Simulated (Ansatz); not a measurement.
Structure: an ordered 6-atom cell of Ca2MgO3 on the rocksalt lattice (I4/mmm), at its r2SCAN minimum. Mg is surrounded by 6 O at 2.16–2.33 Å; O is surrounded by 1 Mg at 2.16 Å and 5 Ca at 2.33–2.49 Å; Ca is surrounded by 6 O at 2.23–2.49 Å; O is surrounded by 2 Ca at 2.23 Å and 4 Mg at 2.33 Å.

Space group I4/mmm (No. 139). a = 3.299 Å, b = 3.299 Å, c = 13.762 Å, α = 90.00°, β = 90.00°, γ = 90.00°

| atom | site | symmetry | x | y | z |
| --- | --- | --- | --- | --- | --- |
| Mg | 2a | 4/mmm | 0.0000 | 0.0000 | 0.0000 |
| O | 4e | 4mm | 0.5000 | 0.5000 | 0.3432 |
| Ca | 4e | 4mm | 0.0000 | 0.0000 | 0.3376 |
| O | 2b | 4/mmm | 0.5000 | 0.5000 | 0.0000 |

4 runs of Ansatz on this cell differ in the functional (and in the settings that go with it). Levels are in eV from each run's valence top; v1 is the last filled band, c1 the first empty one.

Run A, mean stress -0.1 GPa (compression positive):
```
point     v2     v1    c1    c2
    Γ   0.00   0.00  6.27  6.72
    X  -0.67  -0.50  6.80  7.59
    P  -0.64  -0.64  7.14  7.14
    N  -0.67  -0.56  9.31  9.64
```

Run B, mean stress 0.0 GPa (compression positive):
```
point     v2     v1    c1    c2
    Γ   0.00   0.00  5.54  5.97
    X  -0.66  -0.49  6.05  6.84
    P  -0.63  -0.63  6.39  6.39
    N  -0.66  -0.56  8.56  8.88
```

Run C, mean stress 0.0 GPa (compression positive):
```
point     v2     v1    c1    c2
    Γ   0.00   0.00  4.73  4.81
    X  -0.57  -0.43  4.92  5.65
    P  -0.56  -0.56  5.24  5.24
    N  -0.62  -0.60  7.41  7.65
```

Run D, mean stress +3.0 GPa (compression positive):
```
point     v2     v1    c1    c2
    Γ   0.00   0.00  3.97  4.24
    X  -0.56  -0.42  4.35  5.09
    P  -0.56  -0.56  4.67  4.67
    N  -0.62  -0.60  6.75  7.01
```

**Question.** Match the runs to PBE, r2SCAN, HSE06, PBE0.

**Answer.** A is PBE0, B is HSE06, C is r2SCAN, D is PBE. In order of the gap: PBE 3.97, r2SCAN 4.68, HSE06 5.54, PBE0 6.27 eV.

Note: simulated data, non-magnetic, for a generated structure that need not be the stable one.

The program warns that its thresholds are loose for a hybrid's stress.
